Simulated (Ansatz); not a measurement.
# Ge5Pt: rattling a relaxed structure

The structure comes from a proposed guess, relaxed at this level; another structure or a mixture of phases may lie lower.

All numbers below come from Ansatz 0.2.0, DFT PBE, scalar-relativistic, plane waves, PAW. Settings: cutoff 420 eV, Γ-centred mesh 12×12×2 on the computed 12-atom cell, Gaussian smearing of 0.10 eV; no spin polarisation.

The cell below (12 atoms, space group P-3m1 (No. 164)) is relaxed within its symmetry.

```
CELL_PARAMETERS angstrom
4.06804 0.00000 0.00000
-2.03402 3.52302 0.00000
0.00000 0.00000 18.42390
ATOMIC_POSITIONS crystal
Ge 0.66667 0.33333 0.97742
Ge 0.66667 0.33333 0.84134
Ge 0.33333 0.66667 0.02258
Ge 0.33333 0.66667 0.15866
Ge 0.00000 0.00000 0.20367
Ge 0.00000 0.00000 0.33989
Ge 0.00000 0.00000 0.79633
Ge 0.00000 0.00000 0.66011
Ge 0.66667 0.33333 0.54801
Ge 0.33333 0.66667 0.45199
Pt 0.66667 0.33333 0.39987
Pt 0.33333 0.66667 0.60013
```

For the test it was strained at random (σ = 1.5 % a component), the atoms were moved at random (σ = 0.10 Å), and all was relaxed again on a coarse 6×6×2 mesh (in the run’s order of axes) with 0.20 eV smearing, with no symmetry imposed.

These runs have no spin–orbit coupling, which can matter for Pt.

Task: Is the structure stable against such a distortion?

Result: It returns, within 1 meV/atom of the unmoved cell on that mesh and with the same symmetry when read at 0.1 Å (Cm at 0.01 Å, so small strains and shifts remain). So it is stable against the distortions that fit this cell and that this random move excites. Modes that don't fit the cell aren't tested.
